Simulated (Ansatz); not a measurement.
Data:

TiAu:
```cif
data_Au2Ti2
_chemical_formula_sum 'Ti2 Au2'
_space_group_name_H-M_alt 'P 1'
_space_group_IT_number 1
_cell_length_a 3.27862
_cell_length_b 3.27862
_cell_length_c 5.94602
_cell_angle_alpha 90.000
_cell_angle_beta 90.000
_cell_angle_gamma 90.000
loop_
_space_group_symop_operation_xyz
  'x, y, z'
loop_
_atom_site_label
_atom_site_type_symbol
_atom_site_fract_x
_atom_site_fract_y
_atom_site_fract_z
_atom_site_occupancy
Ti1 Ti 0.00000 0.50000 0.86463 1
Ti2 Ti 0.50000 0.00000 0.13537 1
Au1 Au 0.00000 0.50000 0.36066 1
Au2 Au 0.50000 0.00000 0.63934 1
```

This is the LDA-relaxed structure.

All from LDA in the plane-wave PAW code Ansatz, unless another level is named. Give the highest zone-centre frequency.

295 cm^-1.

Predict the bulk modulus (Birch–Murnaghan fit).

175 GPa.

Space group P4/nmm. The workflow started from a Materials Project entry (that database holds measured and hypothetical structures alike); the Crystallography Open Database copy checked does not list it. COD files the formula under space group No. 221. Its standing as an ambient phase is unchecked. Symmetry was held in the LDA relaxation; whether a distortion lowers the energy is not shown. The run is not spin-polarised. As this level gives no gap, phonon frequencies hold no LO–TO term and depend on the k-mesh and smearing (Fermi–Dirac, 0.1 eV here). Scalar-relativistic: spin–orbit coupling is off unless named, which matters more the heavier the elements.

Potentials: the later of the program's two PAW sets.
